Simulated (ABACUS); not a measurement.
Set-up for a self-consistent single point of Bi2Se3 (R-3m, 5 atoms in the cell; from Materials Project mp-541837, changed as shown).

```yaml
crystal:
  lattice:
    - [2.13760, 1.23414, 10.17576]
    - [-2.13760, 1.23414, 10.17576]
    - [0.00000, -2.46829, 10.17576]
  atoms:
    - { symbol: Bi, position: [0.39844, 0.39844, 0.39844] }
    - { symbol: Bi, position: [0.60156, 0.60156, 0.60156] }
    - { symbol: Se, position: [0.00000, 0.00000, 0.00000] }
    - { symbol: Se, position: [0.21572, 0.21572, 0.21572] }
    - { symbol: Se, position: [0.78428, 0.78428, 0.78428] }
```

Level of theory: PBEsol, numerical atomic orbitals TZDP (confined pseudo-atomic orbitals with Gaussian additions; energy shift 0.003 Ry), PseudoDojo 0.4 standard norm-conserving PBEsol (tails mended) pseudopotentials run with ABACUS.

ABACUS settings:

```
key                                                                      value
---------------  -------------------------------------------------------------
basis                    TZDP numerical atomic orbitals, energy shift 0.003 Ry
KPT                                                          Gamma 6 6 6 0 0 0
basis_type                                                                lcao
dft_functional                                                          PBESOL
ecutwfc                                                                 100 Ry
smearing_method                                                             fd
smearing_sigma                                                   0.00367493 Ry
potentials       PseudoDojo 0.4 standard norm-conserving PBEsol (tails mended)
symmetry                                                                     1
symmetry_prec                                                            1e-05
ks_solver                                                              genelpa
scf_nmax                                                                   100
scf_thr                                                                1.0e-06
mixing_type                                                            broyden
mixing_beta                                                                0.4
```

Results:

- Number of valence electrons: 78
- Number of bands: 49
- Number of k-points after the program's reduction: 32
- Size of the basis: 195
- Number of SCF iterations: 11
- Free energy E − TS: -14333.1627 eV
- Top of the valence band (on the code's own zero): 7.22 eV
- Gap on the k-point mesh: 0.41 eV
- Pressure: -4.95 GPa
- Largest force (vector length): 0.545 eV/Å

Forces (eV/Å):
```
atom     Fx     Fy      Fz
----  -----  -----  ------
Bi1   0.000  0.000   0.096
Bi2   0.000  0.000  -0.096
Se3   0.000  0.000   0.000
Se4   0.000  0.000   0.545
Se5   0.000  0.000  -0.545
```

Stress (GPa, positive for compression):
```
-5.00   0.00   0.00
 0.00  -5.00   0.00
 0.00   0.00  -4.85
```

The gap is read on the k-point mesh of the run and can differ from the gap over the whole zone at this level.

For comparison: a first run was changed to give this one (lattice scaled by 1.02), and from it to this one the free energy goes up by 42.8 meV/atom, the pressure goes from -2.28 to -4.95 GPa, the largest force goes from 0.123 to 0.545 eV/Å and the gap on the mesh goes from 0.393 to 0.405 eV.

Spin-orbit coupling is left out, which matters for bands and gaps with elements this heavy. The atom-centred basis is finite, which shifts total energies, pressures, gaps and forces against plane waves. The structure comes from a collection of computed structures, made at another level of theory; the collection holds predicted forms beside known ones.

Cost on one core: around 4 core-minutes (rough).

The atomic orbitals were generated for these runs; they are not ABACUS's published sets and were checked against plane waves on a few crystals only.

“Tails mended”: in these copies of the files the far tail of each local potential was reset to the Coulomb form.
